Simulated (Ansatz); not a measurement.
Hf₂Ga:
```
CELL_PARAMETERS angstrom
     -3.33613     3.33613     2.63906
      3.33613    -3.33613     2.63906
      3.33613     3.33613    -2.63906
ATOMIC_POSITIONS crystal
  Hf 0.15431 0.65431 0.80863
  Hf 0.84569 0.34569 0.19137
  Hf 0.65431 0.84569 0.50000
  Hf 0.34569 0.15431 0.50000
  Ga 0.75000 0.75000 0.00000
  Ga 0.25000 0.25000 0.00000
```

Relaxed with r²SCAN. Special points in fractions of this cell's reciprocal vectors: Γ (0.000, 0.000, 0.000); X (0.000, 0.000, 0.500); M (-0.500, 0.500, 0.500); Z (0.406, 0.406, -0.406); Z0 (-0.406, 0.594, 0.406); P (0.250, 0.250, 0.250); N (0.000, 0.500, 0.000).

Task: List the band energies nearest the Fermi level at these points for r²SCAN (plane waves, PAW; program Ansatz).

Result: In eV from the Fermi level; about four levels below and three above (degenerate sets whole), none deeper than 8.9 eV; points with the same levels are listed once.

| k | below | above |
|---|---|---|
| Γ | -1.01 -0.63 -0.63 -0.59 | 2.09 2.54 2.69 |
| X | -1.16 -1.12 -0.78 -0.26 | 0.04 1.87 1.96 |
| M | -1.01 -1.01 -0.46 -0.27 | 0.35 0.78 1.14 1.14 |
| Z | -2.24 -1.01 -1.01 -0.51 | 0.16 0.16 1.22 |
| P | -0.29 -0.29 -0.08 -0.08 | 0.71 0.71 3.20 3.20 |
| N | -0.47 -0.47 -0.28 -0.28 | 0.46 0.46 0.63 0.63 |

Space group I4/mcm. The first step of the workflow began from a Materials Project structure, measured or hypothetical; the Crystallography Open Database files this formula in space group No. 140, but the cells were not matched. Its standing as an ambient phase is unchecked. Symmetry was held in the r²SCAN relaxation; its stability against distortions is not shown here. No spin polarisation was allowed. Scalar-relativistic: spin–orbit coupling is off unless named, which matters more the heavier the elements.

Potentials: the earlier of the program's two PAW sets.
